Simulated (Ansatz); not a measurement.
# All-electron card of TiCo

```yaml
crystal:
  lattice:
    - [2.98611, 0.00000, 0.00000]
    - [0.00000, 2.98611, 0.00000]
    - [0.00000, 0.00000, 2.98611]
  atoms:
    - { symbol: Ti, position: [0.00000, 0.00000, 0.00000] }
    - { symbol: Co, position: [0.50000, 0.50000, 0.50000] }
```

Atoms are numbered in the order listed.

Conventional cell: a = 2.986 Å, b = 2.986 Å, c = 2.986 Å, α = 90.00°, β = 90.00°, γ = 90.00°. Ti (atom 1) is surrounded by 8 Co at 2.59 Å. Around Co (atom 2) lie 8 Ti at 2.59 Å.

The cell is the one relaxed in the Materials Project (mp-823), not relaxed further here; entries there can be hypothetical.

The magnetic state is the one reached from the start moments; no search over orders was made, so it needn't be the ground state.

Levels of theory: DFT, PBEsol, all-electron LAPW, scalar-relativistic (Ansatz 0.2.0); DFT, PBEsol, PAW with Ansatz's default frozen-core files, scalar-relativistic (Ansatz 0.2.0); DFT, PBEsol, all-electron PAW with datasets made for the crystal, scalar-relativistic (Ansatz 0.2.0).

For LAPW: a Γ-centred 11×11×11 k mesh, Fermi–Dirac smearing of 0.03 eV, basis error target 0.25 meV/atom, spin-polarised from start moments Ti1 -1, Co2 2 μB. PAW takes a cutoff of 420 eV at this cell (files made with PBE, cores remade for this functional). The crystal-made all-electron datasets (AE datasets) take a cutoff of 280 eV at this cell. The Ansatz runs share mesh, smearing and spin set-up. Values come from LAPW unless marked.

```json
{
 "Pressure at this cell": "-7.20 GPa",
 "Band gap": "none: bands cross the Fermi level, a metal",
 "Moment of the cell": "0.88 μB",
 "Moments in the spheres": "Ti1 -0.03, Co2 0.96 μB",
 "Density of states at the Fermi level (0.2 eV bin)": "1.71 states/eV per cell",
 "Löwdin charges (with 0.34 e of the cell spilling out of the atomic basis, so their sizes and signs hang on that basis)": "Ti1 0.12, Co2 0.22 e",
 "Bader charges (from the PAW run)": "Ti1 +1.17, Co2 -1.17 e",
 "Contact hyperfine fields (crystal-made datasets)": "Ti1 -1.4, Co2 13.2 T, core polarisation included, positive along the moment of the spin-up electrons",
 "Volume per atom": "89.8 bohr³"
}
```
